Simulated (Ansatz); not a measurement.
Values for one crystal, relaxed and computed with the program Ansatz at the PBEsol level (PAW); other levels are named.

- Volume per atom: 11.63 Å³
- Band gap: 3.59 eV (indirect)
- HSE06 gap on the PBEsol cell: 5.21 eV
- Formation energy from the elements (no fitted shifts): -335 kJ/mol-atom
- Electron effective mass with spin–orbit coupling: 0.98, 0.98, 12 mₑ (principal values)
- Hole effective mass: 1.9, 2.1, 17 mₑ (principal values)
- Electron effective mass: 0.98, 0.98, 11 mₑ (principal values)

Q: Which compound is it?
(A) WO3, P2_1/c (W on 4e, O on 4e, O on 4e, O on 4e)
(B) ZrO2, P2_1/c (Zr on 4e, O on 4e, O on 4e)
(C) MgO, CsCl type
(D) Al2O3, corundum

A: B, ZrO2, P2_1/c (Zr on 4e, O on 4e, O on 4e)

Symmetry was held in the PBEsol relaxation. No spin polarisation was allowed. The references are the lowest solids computed at this level, not always the standard phases (solids in place of the gases). Scalar-relativistic: spin–orbit coupling is off unless named, which matters more the heavier the elements.

Potentials: the later of the program's two PAW sets.
